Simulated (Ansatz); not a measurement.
Zincblende alloy of CdTe and HgTe (8 of 32 Cd sites exchanged), 64 atoms

Ansatz, PAW, plane waves. PBEsol relaxation of volume and atoms (shape held) at the single k point (¼, ¼, ¼) without its symmetry partners; single points on the relaxed atoms at the single k point (¼, ¼, ¼) without its symmetry partners, onto which points of the small cell's zone fold. Arrangement: random. No spin–orbit coupling unless named.

Relaxed structure:

```xyz
64
Lattice="12.9872 0.0000 0.0000 0.0000 12.9872 0.0000 0.0000 0.0000 12.9872" Properties=species:S:1:pos:R:3 pbc="T T T"
Hg    0.0158    0.0031   12.9856
Hg    0.0003   12.9737    6.4932
Hg    3.2689    3.2574    0.0049
Hg    9.7485    3.2448    6.4953
Hg    3.2559    6.5042    9.7548
Hg    9.7538   12.9775    3.2484
Hg    9.7625    0.0157    9.7379
Hg    6.5076    9.7661    9.7407
Cd    0.0113    6.4883    0.0004
Cd   12.9820    6.4885    6.4811
Cd    6.4911    0.0055    0.0030
Cd    6.5008   12.9820    6.4794
Cd    6.5068    6.4940    0.0010
Cd    6.5026    6.4976    6.4884
Cd    3.2449    3.2481    6.5025
Cd    3.2455    9.7477   12.9814
Cd    3.2412    9.7342    6.4981
Cd    9.7348    3.2453   12.9856
Cd    9.7430    9.7373   12.9811
Cd    9.7297    9.7342    6.4882
Cd    3.2579    0.0006    3.2434
Cd    3.2545   12.9866    9.7397
Cd    3.2502    6.4949    3.2518
Cd    9.7485    6.4818    3.2499
Cd    9.7435    6.4916    9.7411
Cd    0.0109    3.2485    3.2395
Cd    0.0010    3.2367    9.7232
Cd    0.0042    9.7272    3.2427
Cd   12.9860    9.7341    9.7369
Cd    6.4923    3.2327    3.2442
Cd    6.4921    3.2494    9.7295
Cd    6.4881    9.7374    3.2368
Te    1.6318    1.6236    1.6225
Te    1.6285    1.6150    8.1110
Te    1.6301    8.1079    1.6149
Te    1.6133    8.1044    8.1057
Te    8.1152    1.6161    1.6164
Te    8.1069    1.6154    8.1024
Te    8.1237    8.1116    1.6221
Te    8.1158    8.1062    8.1141
Te    4.8801    4.8794    1.6281
Te    4.8710    4.8714    8.1049
Te    4.8685   11.3583    1.6136
Te    4.8626   11.3627    8.0989
Te   11.3637    4.8627    1.6133
Te   11.3676    4.8713    8.1132
Te   11.3706   11.3462    1.6106
Te   11.3532   11.3426    8.1066
Te    4.8641    1.6225    4.8680
Te    4.8734    1.6201   11.3510
Te    4.8683    8.1149    4.8684
Te    4.8841    8.1238   11.3669
Te   11.3725    1.6196    4.8585
Te   11.3705    1.6323   11.3648
Te   11.3586    8.1144    4.8623
Te   11.3660    8.1065   11.3604
Te    1.6250    4.8659    4.8674
Te    1.6168    4.8563   11.3524
Te    1.6276   11.3512    4.8515
Te    1.6216   11.3531   11.3443
Te    8.1108    4.8612    4.8557
Te    8.1135    4.8633   11.3544
Te    8.1087   11.3492    4.8580
Te    8.1268   11.3752   11.3662
```

(1) What are the mean bond lengths by pair (pairs within 1.2 times the sum of covalent radii, less contacts 15 % beyond the pair's median; cation–cation pairs of compounds aside; long ionic contacts are cut short by that bound)?

(2) What gap lies between the top filled and the lowest empty level in the single points?

Results:

(1) Cd–Te 2.810 ± 0.005 Å (standard deviation, 96 bonds); Hg–Te 2.818 ± 0.008 Å (standard deviation, 32 bonds).

(2) HSE06 2.18 eV (2.6 min on NVIDIA H100). Away from Γ this isn't the crystal's band gap.
